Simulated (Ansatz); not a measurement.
Si in space group I4_132 (No. 214; Si on 8a) under volume change, DFT-PBE in the program Ansatz with PAW potentials, scaled uniformly.

```tsv
V (Å³/atom)	E − E(relaxed) (meV/atom)	P (GPa)
30.288	44.3	5.20
31.286	18.4	3.16
32.285	4.3	1.43
33.283	0.0	0.00
34.282	3.7	-1.14
35.280	13.8	-2.09
36.279	29.3	-2.87
```

### Question
What does a third-order Birch–Murnaghan fit give for V₀, B₀ and B′?

### Answer
V₀ = 33.30 Å³/atom, B₀ = 42.4 GPa, B′ = 5.5.

The start of the workflow was typed in or built on a structure type; neither database checked (COD, Materials Project) lists it. It is not the phase usual at ambient conditions (space group No. 227). The cell was relaxed with PBE under the symmetry of its start; whether a distortion lowers the energy is not shown.

Potentials: the later of the program's two PAW sets.
